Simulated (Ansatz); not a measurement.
Values for one crystal, relaxed and computed with PBE (plane waves, PAW; program Ansatz); other levels are named.

| Item | Value |
|---|---|
| Volume per atom | 23.30 Å³ |
| Band gap | 2.38 eV (indirect) |
| Bulk modulus (Birch–Murnaghan fit) | 57.0 GPa |
| Hole effective mass, band 1 of 3 at the edge | 1.2 along [100], 1.2 along [110], 0.87 along [111] (mₑ) |
| Valence-band maximum | at Γ |
| Hole effective mass, band 3 of 3 at the edge | 0.23 along [100], 0.26 along [110], 0.27 along [111] (mₑ) |
| Conduction-band minimum | at X (3 equivalent valleys) |

### Question
Which of these materials gives this?
A. MgO, rock salt
B. CaS, rock salt
C. PbS, zinc blende
D. CaF2, fluorite

### Answer
B, CaS, rock salt

Space group Fm-3m (rock salt). Symmetry was held in the PBE relaxation.

Potentials: the later of the program's two PAW sets.
